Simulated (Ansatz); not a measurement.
WS2 with Sc replacing W, one structure, two calculations

Cell: a supercell of WS2 (space group P6_3/mmc) built from a structure deposited in the COD, with the ions relaxed around the defect (PBE).

```cif
data_ScW17S36
_symmetry_space_group_name_H-M 'P-6m2'
_symmetry_Int_Tables_number 187
_cell_length_a 9.5400
_cell_length_b 9.5400
_cell_length_c 12.5000
_cell_angle_alpha 90.000
_cell_angle_beta 90.000
_cell_angle_gamma 120.000
loop_
_atom_site_label
_atom_site_type_symbol
_atom_site_symmetry_multiplicity
_atom_site_Wyckoff_symbol
_atom_site_fract_x
_atom_site_fract_y
_atom_site_fract_z
Sc Sc 1 a 0.0000 0.0000 0.0000
W2 W 6 l 0.0025 0.3380 0.0000
W6 W 1 c 0.3333 0.6667 0.0000
W8 W 1 e 0.6667 0.3333 0.0000
W10 W 3 k 0.1111 0.8889 0.5000
W12 W 3 k 0.1110 0.5555 0.5000
W14 W 3 k 0.4444 0.2222 0.5000
S19 S 2 g 0.0000 0.0000 0.3743
S20 S 12 o 0.0000 0.3333 0.3744
S24 S 2 h 0.3333 0.6667 0.3744
S26 S 2 i 0.6667 0.3333 0.3744
S28 S 6 n 0.1170 0.8830 0.8742
S30 S 6 n 0.1124 0.5562 0.8740
S32 S 6 n 0.4433 0.2217 0.8754
```

One atom of each set is listed.

First run. All values are calculated (Ansatz; DFT, PBE, plane waves and PAW, scalar-relativistic, 420 eV cutoff, Γ-centred 3×3×2 k-points, Fermi–Dirac smearing 0.01 eV, cell charge -1), not measured.

```json
{"site": "Sc", "V_zz (10²¹ V/m²)": "-1.33", "η": "0.00"}
{"site": "W2", "V_zz (10²¹ V/m²)": "-17.31", "η": "0.58"}
{"site": "W6", "V_zz (10²¹ V/m²)": "-13.53", "η": "0.00"}
{"site": "W8", "V_zz (10²¹ V/m²)": "-15.99", "η": "0.00"}
{"site": "W10", "V_zz (10²¹ V/m²)": "-17.65", "η": "0.00"}
{"site": "W12", "V_zz (10²¹ V/m²)": "-17.47", "η": "0.01"}
{"site": "W14", "V_zz (10²¹ V/m²)": "-17.44", "η": "0.01"}
{"site": "S19", "V_zz (10²¹ V/m²)": "-4.74", "η": "0.00"}
{"site": "S20", "V_zz (10²¹ V/m²)": "-4.55", "η": "0.00"}
{"site": "S24", "V_zz (10²¹ V/m²)": "-4.49", "η": "0.00"}
{"site": "S26", "V_zz (10²¹ V/m²)": "-4.58", "η": "0.00"}
{"site": "S28", "V_zz (10²¹ V/m²)": "-6.87", "η": "0.60"}
{"site": "S30", "V_zz (10²¹ V/m²)": "-3.78", "η": "0.11"}
{"site": "S32", "V_zz (10²¹ V/m²)": "-4.44", "η": "0.12"}
```

Second run. The same atoms and settings, except that the functional is r2SCAN and the cutoff is 500 eV.

(1) What does the second run give?

Answers

(1) 

| site | V_zz | η | change of V_zz |
| --- | --- | --- | --- |
| Sc | -1.49 | 0.00 | -0.16 |
| W2 | -17.49 | 0.55 | -0.18 |
| W6 | -13.54 | 0.00 | -0.01 |
| W8 | -15.96 | 0.00 | +0.03 |
| W10 | -17.52 | 0.00 | +0.13 |
| W12 | -17.35 | 0.00 | +0.12 |
| W14 | -17.32 | 0.01 | +0.12 |
| S19 | -4.79 | 0.00 | -0.05 |
| S20 | -4.61 | 0.00 | -0.06 |
| S24 | -4.55 | 0.00 | -0.06 |
| S26 | -4.64 | 0.00 | -0.06 |
| S28 | -7.00 | 0.61 | -0.13 |
| S30 | -3.82 | 0.10 | -0.04 |
| S32 | -4.50 | 0.12 | -0.06 |

The largest change of V_zz is on W2, from -17.31 to -17.49. In per cent, |V_zz| changes by -1 to +1 on W, +1 to +2 on S (all sites that start above 2). The first run finds no gap above 0.1 eV, the second does.

The defect repeats with the cell of 54 atoms, so it feels its images: sites between two images don't show the values beside a lone defect, and zeros or small values of η there can come from the images' arrangement. S and W carry a gradient in the pure host already, so the values there aren't the defect's effect alone. A uniform background compensates the cell's charge. Without spin–orbit coupling the gradients at and beside W can be off by some per cent, at some sites by more.
For the first run: The run isn't spin-polarised, and a state with spin may lie lower. The relaxation keeps the site symmetry -6m2 of the start, so the impurity can't leave its site; a distortion that would localise the partly filled state isn't explored. The defect cell has no gap above 0.1 eV on its mesh, so the values can hang on the smearing and the k-mesh.
For the second run: The relaxation keeps the site symmetry -6m2 of the start, so the impurity can't leave its site; a start off the site could end lower.
